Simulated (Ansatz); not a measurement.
An Ansatz (a quantum-chemistry and plane-wave program) run. Input:

Ansatz 0.2 input:
```yaml
crystal:
  lattice:
    - [0.0, 2.0188580626, 2.0188580626]
    - [2.0188580626, 0.0, 2.0188580626]
    - [2.0188580626, 2.0188580626, 0.0]
  atoms:
    - { symbol: N, position: [0.0, 0.0, 0.0] }
    - { symbol: Al, position: [0.5, 0.5, 0.5] }
kpoints:
  mp_grid: { grid: [12, 12, 12] }
hamiltonian:
  xc: r2scan
  pseudopotentials: { kind: paw }
scf:
  occupations: { method: fixed }
elastic: { mode: relaxed_ion, stencil: two_point, amplitude: 0.005, f_tol: 0.0005 }
```

Output (shortened):

```
Pseudopotential: N, paw, valence charge 5
Pseudopotential: Al, paw, valence charge 3
Functional definition: r2SCAN
Crystal: 2 atoms, lattice volume = 16.457 Å³
Basis set: ecut = 500 eV, 411 PW (Γ), exchange–correlation on 96×96×96 points (64 copies of the dense FFT grid, shifted against one another)
Bands: 8, of which v1, the nominal top of the filled ones, is band 4 counted from 1 (3 counted from 0)
Symmetry: 48 space group operations
Space group: Fm-3m (ITA 225), of the structure as read, at distance tolerance 2.5e-5 Å
k-points: 72 of 1728
SCF 1 converged in 10 iterations: F = -928.148641 eV  dr2 = 5.10e-17
Crystal: 2 atoms, lattice volume = 16.457 Å³
SCF 2 converged in 2 iterations: F = -928.148641 eV  dr2 = 1.27e-17
Crystal: 2 atoms, lattice volume = 16.375 Å³
Symmetry: 16 space group operations
k-points: 163 of 1728
SCF 3 converged in 9 iterations: F = -928.148026 eV  dr2 = 1.24e-15
Crystal: 2 atoms, lattice volume = 16.539 Å³
SCF 4 converged in 7 iterations: F = -928.148055 eV  dr2 = 2.84e-15
Crystal: 2 atoms, lattice volume = 16.457 Å³
Symmetry: 8 space group operations
k-points: 280 of 1728
SCF 5 converged in 8 iterations: F = -928.148205 eV  dr2 = 2.21e-15
Crystal: 2 atoms, lattice volume = 16.457 Å³
SCF 6 converged in 5 iterations: F = -928.148205 eV  dr2 = 2.57e-14
SCF converged after 2 iterations
Free energy (F): -928.148641 eV
Harris-Foulkes:  -928.148641 eV  (|F-HF|=0.00e0)
Internal energy: -928.148641 eV  (E = F + TS)
E sigma→0 (E₀):  -928.148641 eV
Fermi energy:    11.096500 eV
--- Per-component energies (eV) ---
  E_band       = 35.443820
  E_kinetic    = 164.346627
  E_local      = -169.594063  (includes V_loc(G=0)·N_el)
  E_nonlocal   = 53.058096
  E_hartree    = 62.829859
  E_xc         = -100.279197
  E_vxc        = -121.240955  (∫ρ·V_xc dr)
  E_paw        = -602.160139  (= ΣΔE_a)
  E_vpaw       = -23.244567  (= ΣTr[D̂ρ^β])
  E_aug_tail   = 0.000018  (compensation charges beyond the density's cutoff)
  E_vtau       = 6.458945  (kinetic-family band-sum trace: ∫τ·v_τ [+ j·A + Jᵃ·Aᵃ] dr)
  E_ewald      = -336.260170
  E_core_change = -0.089673  (= ΣΔE_core)
  E_smearing   =  0.000000  (= −TS)
  E_closure    = 0.000000  (closes the sum)
  Σ components = -928.148641   (vs F -928.148641, Δ=0.00e0)
--- Forces (eV/Å), atoms counted from 1 ---
  atom   1  N      0.00000000     0.00000000     0.00000000
  atom   2  Al     0.00000000     0.00000000     0.00000000
  max |Σ_I F_I| component: 0.0 eV/Å
--- Stress (GPa, compression-positive) ---
        0.003792       0.000000       0.000000
        0.000000       0.003792       0.000000
        0.000000       0.000000       0.003792
  P = ⅓ Tr σ = 0.0038 GPa (0.038 kbar)
--- Band table (eV; the first three rows and the last of 72) ---
  k-point 0: bands = ["-7.3322", "11.0965", "11.0965", "11.0965", "17.6267", "24.0310", "24.0310", "24.0310"]
  k-point 1: bands = ["-7.1868", "10.3541", "11.0044", "11.0044", "18.0995", "23.3955", "24.2669", "24.2669"]
  k-point 2: bands = ["-6.7604", "8.6523", "10.7662", "10.7662", "18.8053", "22.7744", "24.6508", "24.6508"]
  k-point 71: bands = ["-2.9624", "5.2594", "5.2594", "7.1432", "20.1876", "22.7949", "22.7949", "24.4571"]
--- Elastic constants: 2 strain directions × 2 members + reference (group order 48) ---
  dense FFT box of the reference and of every strained cell: 24×24×24
  strains applied: 11, 23; error gains: componentwise 1.00 (the most a stress slope's error grows in a printed constant), spectral 1.73 (1 for all six strains …
  C = ∂σ_k/∂η_j (tension-positive GPa; Voigt order 11 22 33 23 13 12):
       466.997    180.801    180.801      0.000      0.000      0.000
       180.801    466.997    180.801      0.000      0.000      0.000
       180.801    180.801    466.997      0.000      0.000      0.000
         0.000      0.000      0.000    338.622      0.000      0.000
         0.000      0.000      0.000      0.000    338.622      0.000
         0.000      0.000      0.000      0.000      0.000    338.622
  reference stress σ⁰ (GPa):     -0.004     -0.004     -0.004      0.000      0.000      0.000
  moduli (Voigt/Reuss/Hill, GPa): K = 276.20/276.20/276.20   G = 260.41/218.95/239.68   E = 557.72   ν = 0.163
  mechanically stable: yes (min eigenvalue of sym C = 286.20 GPa)
  strain η (Voigt 11):  stress-route row diagonal C_11 = 467.00 GPa, energy-path curvature d²(F+E_count+ΔE)/dδ²/Ω₀ = 466.86 GPa
         δ    σ_11 (GPa)             F (eV)   n_scf  n_hpsi   n_pw
    -5.000e-3      -2.4092        -928.1480262       9   28891    436   relax 0 steps, max|allowed force component| 0.0 eV/Å
     5.000e-3       2.2608        -928.1480555       7   24997    444   relax 0 steps, max|allowed force component| 0.0 eV/Å
  strain η (Voigt 23):  stress-route row diagonal C_44 = 338.62 GPa, energy-path curvature d²(F+E_count+ΔE)/dδ²/Ω₀ = 338.59 GPa
         δ    σ_23 (GPa)             F (eV)   n_scf  n_hpsi   n_pw
    -5.000e-3      -1.6931        -928.1482048       8   46452    444   relax 0 steps, max|allowed force component| 0.0 eV/Å
     5.000e-3       1.6931        -928.1482048       5   36881    444   relax 0 steps, max|allowed force component| 0.0 eV/Å
```

Cost: very roughly 21 core-seconds on shared cores.

This is a known high-pressure phase of the composition, computed here at zero pressure and temperature. Symmetry was held in the r²SCAN relaxation; its stability against distortions is not shown here.

Potentials: the later of the program's two PAW sets.

Ansatz is a plane-wave DFT program.
